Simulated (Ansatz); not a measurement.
C:
```
CELL_PARAMETERS angstrom
      3.56133     0.00000     0.00000
     -1.78067     3.08421     0.00000
      0.00000     0.00000     3.36395
ATOMIC_POSITIONS crystal
  C  0.23245 0.46491 0.25000
  C  0.53509 0.76755 0.58333
  C  0.23245 0.76755 0.91667
  C  0.76755 0.53509 0.75000
  C  0.46491 0.23245 0.08333
  C  0.76755 0.23245 0.41667
```

Relaxed with r²SCAN. Special points in fractions of this cell's reciprocal vectors: Γ (0.000, 0.000, 0.000); M (0.500, 0.000, 0.000); K (0.333, 0.333, 0.000); A (0.000, 0.000, 0.500); L (0.500, 0.000, 0.500); H (0.333, 0.333, 0.500).

**Question.** List the band energies nearest the valence-band maximum at these points for plane-wave PAW r²SCAN (Ansatz code).

**Answer.** In eV from the valence-band maximum; about four levels below and three above (degenerate sets whole), none deeper than 8.9 eV; points with the same levels are listed once.

| k | below | above |
|---|---|---|
| Γ | -4.19 -4.19 -2.62 -1.62 -1.62 | 5.87 5.87 6.69 |
| M | -2.87 -2.12 -1.64 -0.45 | 6.70 7.39 9.16 |
| K | -4.61 -4.61 -2.55 -0.73 -0.73 | 7.83 7.83 10.26 |
| A | -4.27 -4.27 -2.70 -2.70 | 6.04 6.04 8.05 8.05 |
| L | -0.51 -0.51 -0.03 -0.03 | 9.96 9.96 10.82 10.82 |
| H | -1.56 -1.56 -0.84 -0.84 | 10.25 10.25 11.61 11.61 |

Space group P6_122. The start of the workflow was typed in or built on a structure type; neither database checked (COD, Materials Project) lists it. It is not the phase usual at ambient conditions (space group No. 194, 227). The cell was relaxed with r²SCAN under the symmetry of its start; whether a distortion lowers the energy is not shown.

Potentials: the later of the program's two PAW sets.
